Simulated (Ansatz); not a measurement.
**Guessed and relaxed cells of Ca2BF**

A trial structure of Ca2BF was built thus: close-packed metal layers stacked AB, with sites between them filled layer by layer (P-3m1, No. 164) (elements of the layers in order: Ca Ca). Its size is a rough estimate.

start.xyz

```xyz
4
Lattice="3.5517 0.0000 0.0000 -1.7758 3.0759 0.0000 0.0000 0.0000 5.8087" Properties=species:S:1:pos:R:3 pbc="T T T"
Ca    0.0000    2.0506    4.0523
Ca    1.7758    1.0253    1.7565
B     0.0000    0.0000    0.0000
F     0.0000    0.0000    2.9044
```

Level of theory: Ansatz, DFT PBE, scalar-relativistic, plane waves, PAW. Cutoff 420 eV, Gaussian smearing, Γ-centred meshes. Cell and atoms relax first on a coarse mesh and then on a finer one. In between, the cell is made exact in the group found at 0.06 Å. In metals the finer mesh still leaves noise of several meV/atom or more. The steps can't lower the symmetry of their start. No spin polarisation.

end.xyz

```xyz
4
Lattice="3.5656 0.0000 0.0000 -1.7828 3.0879 0.0000 0.0000 0.0000 6.8826" Properties=species:S:1:pos:R:3 pbc="T T T"
Ca    0.0000    2.0586    5.2038
Ca    1.7828    1.0293    1.6788
B     0.0000    0.0000    0.0000
F     0.0000    0.0000    3.4413
```

The symmetry stays P-3m1 (No. 164). The volume per atom grows by 19.4 %, from 15.9 to 18.9 Å³. The shortest distance goes from 2.35 Å (Ca–F) to 2.66 Å (Ca–B). The ratio c/a of the conventional cell changes by a factor of 1.18. The energy falls by about 0.42 eV/atom (the start's value is from the coarse mesh).

| Quantity | Value |
| --- | --- |
| Volume per atom | 18.94 Å³ |
| Density | 2.41 g/cm³ |
| Formation energy | −0.94 eV/atom |
| Gap on the 15×15×8 mesh of the 4-atom cell | 0 eV (a metal) |

The zero of energy is the elements' standard structures at the same level (F₂ as a molecule); no fitted shifts are applied. Whether it is stable depends on the other phases of the system, which aren't compared here.

The last run used Gaussian smearing of 0.10 eV. A structure relaxed within its symmetry needn't be a true minimum. In all, the 3 runs took 100 s on 1 thread of Arm Neoverse V1, with other jobs on the host.
